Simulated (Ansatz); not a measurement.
Structure: B4AsN3, ordered on the zincblende lattice (I-42m) with 8 atoms a cell, at its r2SCAN minimum. It is tetragonal, I-42m (No. 121); conventional cell a = 3.950 Å, c = 7.843 Å, 7.65 Å³ an atom. Around N lie 4 B at 1.67 Å; around B lie 3 N at 1.62–1.67 Å and 1 As at 1.91 Å; around N lie 4 B at 1.62 Å; around As lie 4 B at 1.91 Å.

```
N B As
1.0
    -1.97479    1.97479    3.92156
     1.97479   -1.97479    3.92156
     1.97479    1.97479   -3.92156
N B As
3 4 1
Direct
  0.25000 0.75000 0.50000
  0.50000 0.50000 0.00000
  0.75000 0.25000 0.50000
  0.85335 0.41889 0.00000
  0.14665 0.14665 0.56554
  0.41889 0.85335 0.00000
  0.58111 0.58111 0.43446
  0.00000 0.00000 0.00000
```

4 runs of the plane-wave code Ansatz on this cell differ in the functional (and in the settings that go with it). Levels are in eV from each run's valence top; v1 is the last filled band, c1 the first empty one.

Run A, mean stress -3.5 GPa (compression positive):
```tsv
point	v5	v3	v1	c1	c2	c3
Γ	-5.41	-0.47	0.00	3.66	7.00	8.53
X	-3.88	-1.71	-0.34	7.29	7.71	8.44
P	-3.96	-2.30	-0.73	7.92	8.13	8.13
N	-5.36	-3.05	-1.21	6.92	8.19	8.74
```

Run B, mean stress +3.1 GPa (compression positive):
```tsv
point	v5	v3	v1	c1	c2	c3
Γ	-4.96	-0.44	0.00	1.89	5.08	6.40
X	-3.53	-1.58	-0.32	5.27	5.78	6.28
P	-3.61	-2.12	-0.67	5.95	6.02	6.02
N	-4.89	-2.82	-1.13	4.90	6.21	6.60
```

Run C, mean stress -3.5 GPa (compression positive):
```tsv
point	v5	v3	v1	c1	c2	c3
Γ	-5.38	-0.46	0.00	2.93	6.25	7.79
X	-3.85	-1.70	-0.33	6.54	6.97	7.68
P	-3.94	-2.28	-0.72	7.18	7.38	7.38
N	-5.32	-3.02	-1.20	6.17	7.44	7.98
```

Run D, mean stress 0.0 GPa (compression positive):
```tsv
point	v5	v3	v1	c1	c2	c3
Γ	-5.17	-0.42	0.00	2.25	5.48	6.89
X	-3.68	-1.66	-0.33	5.66	6.22	6.82
P	-3.76	-2.24	-0.70	6.41	6.50	6.50
N	-5.07	-2.94	-1.16	5.36	6.73	7.16
```

Question: Match the runs to PBE, r2SCAN, HSE06, PBE0.

Answer: A is PBE0, B is PBE, C is HSE06, D is r2SCAN. In order of the gap: PBE 1.89, r2SCAN 2.25, HSE06 2.93, PBE0 3.66 eV. The stress vanishes for r2SCAN, which relaxed the cell.

Note: simulated data, non-magnetic, for a generated structure that need not be the stable one.

The runs are scalar-relativistic, without spin-orbit coupling.

The stress of a hybrid is loosely converged in these runs.
